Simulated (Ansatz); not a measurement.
Mg$_{2}$ZnO$_{3}$:
```
Mg2ZnO3
1.0
    2.95888     0.00000     0.00000
   -1.47944     2.56246     0.00000
    0.00000     0.00000     7.21221
Mg Zn O
2 1 3
Direct
  0.33333   0.66667   0.66624
  0.66667   0.33333   0.33376
  0.00000   0.00000   0.00000
  0.33333   0.66667   0.17118
  0.66667   0.33333   0.82882
  0.00000   0.00000   0.50000
```

Relaxed with LDA.

### Question
Give the optical modes at the zone centre with their infrared and Raman activity from DFPT, LDA in the plane-wave PAW code Ansatz.

### Answer
Transverse frequencies, without the LO–TO term; a row sums one degenerate level.

| ω (cm⁻¹) | degeneracy | IR ((D/Å)²/amu) | Raman (Å⁴/amu) | activity | symmetry |
|---|---|---|---|---|---|
| 144 | 2 | 2.96 | 0 | IR | Eu |
| 201 | 2 | 0.00 | 1.7 | Raman | Eg |
| 294 | 1 | 5.51 | 0 | IR | A2u |
| 331 | 2 | 16.77 | 0 | IR | Eu |
| 352 | 2 | 0.00 | 4.7 | Raman | Eg |
| 380 | 1 | 22.31 | 0 | IR | A2u |
| 392 | 2 | 37.60 | 0 | IR | Eu |
| 411 | 1 | 0.00 | 1.7 | Raman | A1g |
| 589 | 1 | 1.21 | 0 | IR | A2u |
| 630 | 1 | 0.00 | 3.5 | Raman | A1g |

### Question
How high does the top mode go among those that the LO–TO term moves?

### Answer
661 cm⁻¹ for q along x, 661 cm⁻¹ for q along y, 683 cm⁻¹ for q along z.

Space group P-3m1. The first step of the workflow began from a Materials Project structure, measured or hypothetical; the Crystallography Open Database copy checked does not list it. With Mg and Zn taken as one species the cell has the higher symmetry Fm-3m, so it may be an ordered model of a mixed-site phase. Its standing as an ambient phase is unchecked. The LDA relaxation kept the symmetry of its start; phonons on a q-mesh show no instability.

Potentials: the later of the program's two PAW sets.
